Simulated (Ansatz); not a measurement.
**TeAs: moving Te off its site**

TeAs, Fm-3m, a = 5.935 Å (as given, not relaxed at this level: -3.0 GPa). The structure is a Materials Project entry; whether it is the stable form wasn't checked. Ansatz: PBEsol, PAW, 420 eV, Γ-centred 14×14×14 mesh on 2 atoms, Gaussian smearing 0.15 eV; no spin polarisation.

```
CELL_PARAMETERS angstrom
0.00000 2.96767 2.96767
2.96767 0.00000 2.96767
2.96767 2.96767 0.00000
ATOMIC_POSITIONS crystal
Te 0.50000 0.50000 0.50000
As 0.00000 0.00000 0.00000
```

Atom 1 (Te) moves by x along the unit vector (0.000, 0.000, -1.000), with its periodic images; all else is held. y is the free energy of the cell over the start, F the force along the path summed over the moved atoms. Symmetry makes y even in x.

```
  x (Å) y (meV) F (eV/Å)
-0.5000    413.5      2.10
-0.2500     90.6      0.76
 0.0000      0.0      0.00
 0.0625      5.4     -0.17
 0.1250     21.7     -0.35
 0.1875        ?         ?
 0.3125    144.6     -0.97
 0.3750    212.8     -1.22
 0.4375    299.1     -1.58
```

**Question.** Fit y = c2 x² + c4 x⁴ to the energies of the other rows, give the force constant, and predict energy and force of the missing row.

**Answer.** Least squares on the rows shown. y = 1349.5 x² + 1192.9 x⁴. The force constant is 2 c2 = 2.70 eV/Å², for the cell as given, at -3.0 GPa (for all images moving together, not for a lone atom). With two atoms in a cubic cell this is the optical mode at Γ (in a metal it hangs on mesh and smearing): ω = 521.5 √(2 c2/μ) = 125 cm⁻¹ for μ = 47.20 u. The force −dy/dx at the missing row is -0.54 eV/Å (computed -0.55). With a term in x⁶ added, the coefficient of x² becomes 1442, 7 % more, which shows how far this figure hangs on the form. At x = 0.1875 the fit asked for gives 48.9 meV. The run gave 49.7 meV, so the fit is 0.8 meV too low, within the rms miss on the fitted rows (1.5 meV).